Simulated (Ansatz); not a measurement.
Data:

TiSi$_{2}$:
Space group Cmcm (No. 63); a = 3.5268 Å, b = 13.5140 Å, c = 3.5652 Å, α = β = γ = 90.00°

| atom | site | symmetry | x | y | z |
|---|---|---|---|---|---|
| Si | 4c | m2m | 0.0000 | 0.0584 | 0.7500 |
| Si | 4c | m2m | 0.0000 | 0.2502 | 0.2500 |
| Ti | 4c | m2m | 0.0000 | 0.6032 | 0.2500 |
(The calculation used a cell of 6 atoms; values per cell refer to that cell.)

This is the r²SCAN-relaxed structure.

Q: All from r²SCAN in the plane-wave PAW code Ansatz, unless another level is named. Give the electronic character.

A: metallic (no gap).

Q: And the formation energy from the elements (no fitted shifts)?

A: -0.55 eV/atom.

Q: What about the density of states at the Fermi level?

A: 0.22 states/eV per atom (mean over ±0.08 eV).

The cell was relaxed with r²SCAN under the symmetry of its start. The run is not spin-polarised. The references are the lowest solids computed at this level, not always the standard phases.

Potentials: the later of the program's two PAW sets.
